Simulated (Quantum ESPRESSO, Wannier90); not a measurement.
# Tight-binding from DFT: BeSe (zinc blende)

```xyz
2
Lattice="0.0000 2.5840 2.5840 2.5840 0.0000 2.5840 2.5840 2.5840 0.0000" Properties=species:S:1:pos:R:3 pbc="T T T"
Be     0.0000     0.0000     0.0000
Se    -1.2920    -1.2920    -1.2920
```

Cell from Materials Project (mp-1541), symmetrised, no further relaxation. COD (Crystallography Open Database) has an entry of this formula and space group (matched by these alone). Level: LDA, no spin polarisation, no spin-orbit coupling; pw.x of Quantum ESPRESSO at 71 Ry with PseudoDojo potentials, 10×10×10 k-points, Wannier90. Density: 10×10×10 mesh, cold smearing 0.01 Ry. Spin-orbit coupling, left out, would split the p-like bands by a few tenths of an eV.

Bands 7-10 form an isolated set from -13.75 to 0.00 eV relative to the valence-band maximum (on the path) and are turned into 4 Wannier functions by minimising the spread from the start: sp3 on Se.

Problem. Where do the functions sit, how wide are they and what are they made of?

Solution. 
| functions | spread (Å²) | nearest atom, distance (Å) | second atom, distance (Å) | weight on atomic waves |
|---|---|---|---|---|
| 4 | 1.52 | Se 0.70 | Be 1.54 | Se 4p 65 %, Se 4s 23 %, Be 2s 8 % |

Ω_I = 5.47 Å², Ω_total = 6.09 Å²; the interpolated bands follow pw.x to 1.3 meV rms on the path. It is the lowest total spread that any start reached here.
